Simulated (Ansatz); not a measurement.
Hf2S:
```cif
data_Hf4S2
_chemical_formula_sum 'Hf4 S2'
_space_group_name_H-M_alt 'P 1'
_space_group_IT_number 1
_cell_length_a 3.31926
_cell_length_b 3.31926
_cell_length_c 11.56244
_cell_angle_alpha 90.000
_cell_angle_beta 90.000
_cell_angle_gamma 120.000
loop_
_space_group_symop_operation_xyz
  'x, y, z'
loop_
_atom_site_label
_atom_site_type_symbol
_atom_site_fract_x
_atom_site_fract_y
_atom_site_fract_z
_atom_site_occupancy
Hf1 Hf 0.66667 0.33333 0.89876 1
Hf2 Hf 0.33333 0.66667 0.10124 1
Hf3 Hf 0.33333 0.66667 0.39876 1
Hf4 Hf 0.66667 0.33333 0.60124 1
S1 S 0.00000 0.00000 0.75000 1
S2 S 0.00000 0.00000 0.25000 1
```

This is the LDA-relaxed structure.

Task: All from plane-wave PAW LDA (Ansatz code), unless another level is named. Give the bulk modulus (Birch–Murnaghan fit).

Result: 148 GPa.

Task: Next, the highest zone-centre frequency?

Result: 41.2 meV.

Space group P6_3/mmc. The first step of the workflow began from a Materials Project structure, measured or hypothetical; the Crystallography Open Database copy checked does not list it. Whether it is the stable phase at ambient conditions was not checked. The cell was relaxed with LDA under the symmetry of its start; of distortions, only those at the zone centre were tested. No spin polarisation was allowed. Scalar-relativistic: spin–orbit coupling is off unless named, which matters more the heavier the elements.

Potentials: the later of the program's two PAW sets.
